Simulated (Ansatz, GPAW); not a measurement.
This is a calculation of NiMoIrPdW for GPAW 26.7.0 (ASE script). The cell comes from a database or a generator and needn't be the stable form of this composition.

The input run.py:

```python
from ase import Atoms
from ase.dft.bandgap import bandgap
from ase.io import write
from ase.units import Bohr, GPa
from ase.parallel import parprint
from gpaw import GPAW, PW
from gpaw.elf import elf_from_dft_calculation

atoms = Atoms(['Ni', 'Mo', 'Pd', 'Ir', 'W'],
              cell=[[-1.37004, 1.37004, 9.71647],
                    [1.37004, -1.37004, 9.71647],
                    [1.37004, 1.37004, -9.71647]],
              scaled_positions=[[0.19862, 0.19862, 0.0],
                                [0.60922, 0.60922, 0.0],
                                [0.7931, 0.7931, 0.0],
                                [0.39944, 0.39944, 0.0],
                                [0.99565, 0.99565, 0.0]],
              pbc=True)
atoms.set_initial_magnetic_moments([1.0, 1.0, 0.0, 0.6, 0.0])

calc = GPAW(mode=PW(600),
            xc='PBE',
            kpts={'size': (13, 13, 13), 'gamma': True},
            occupations={'name': 'fermi-dirac', 'width': 0.05},
            nbands=64,
            convergence={'density': 1e-05, 'energy': 1e-05},
            maxiter=150,
            txt='gpaw.txt')
atoms.calc = calc
energy = atoms.get_potential_energy()
forces = atoms.get_forces()
stress = atoms.get_stress()
calc.write('gs.gpw')
write('result.traj', atoms)
parprint(f'Energy: {energy:.6f} eV')
parprint('Forces (eV/A):')
parprint(forces.round(4))
parprint('Stress (GPa):', (stress / GPa).round(3))
parprint('Moments:', calc.get_magnetic_moments().round(3))
parprint('Fermi level:', round(calc.get_fermi_level(), 4), 'eV')
parprint(f'Gap: {bandgap(calc)[0]:.4f} eV, direct: {bandgap(calc, direct=True)[0]:.4f} eV')

# fields on the real-space grid
write('density.cube', atoms, data=calc.get_pseudo_density() * Bohr**3)
write('potential.cube', atoms, data=calc.get_electrostatic_potential())
write('spin.cube', atoms, data=(calc.get_pseudo_density(spin=0) - calc.get_pseudo_density(spin=1)) * Bohr**3)
write('elf.cube', atoms, data=elf_from_dft_calculation(calc).data)
```

Potentials or basis: GPAW PAW data sets (gpaw-data 1.2.1), pw.

Launch:

```sh
$ OMP_NUM_THREADS=1 mpirun -n 4 gpaw python run.py
```

**Question.** Translate it to Ansatz 0.2.0. Potentials or basis there: Ansatz PAW, cutoff 420 eV.

**Answer.** As run (cutoffs and basis follow the program's own potentials, and thresholds, step limits or extra output files can differ):

input.yaml

```yaml
crystal:
  lattice:
    - [-1.37004, 1.37004, 9.71647]
    - [1.37004, -1.37004, 9.71647]
    - [1.37004, 1.37004, -9.71647]
  atoms:
    - { symbol: Ni, position: [0.19862, 0.19862, 0.0], spin: 1.0 }
    - { symbol: Mo, position: [0.60922, 0.60922, 0.0], spin: 1.0 }
    - { symbol: Pd, position: [0.7931, 0.7931, 0.0] }
    - { symbol: Ir, position: [0.39944, 0.39944, 0.0], spin: 0.6 }
    - { symbol: W, position: [0.99565, 0.99565, 0.0] }
hamiltonian:
  xc: pbe
  pseudopotentials: { kind: paw }
magnetization:
  spin_polarized: true
kpoints:
  mp_grid: { grid: [13, 13, 13] }
scf:
  occupations: { method: fermi_dirac, width: 0.05 }
output:
  forces: true
  stress: true
  eigenvalues: true
```

Potentials or basis: Ansatz PAW.

The run is started by

```console
$ ansatz run input.yaml --threads 8 --pin off --max-ram 20480MiB --backend cpu --events-out ev --progress --plain --runs-dir out
```

Both were run:

|  | GPAW | Ansatz |
| --- | --- | --- |
| Pressure | -0.1 GPa | 0.0 GPa |
| Net moment | 0.00 μB per cell | 0.00 μB per cell |

Ansatz's pressure holds a Pulay term of +0.06 GPa for its cutoff of 420 eV, which the other run lacks.

The potentials hold 75 and 81 valence electrons a cell.

Where Ansatz's input types no cutoff or centring, it takes its own default and a Γ-centred mesh.

The magnetic state is the one that the start led to; the real crystal's order can differ.

Pressure is positive in compression.
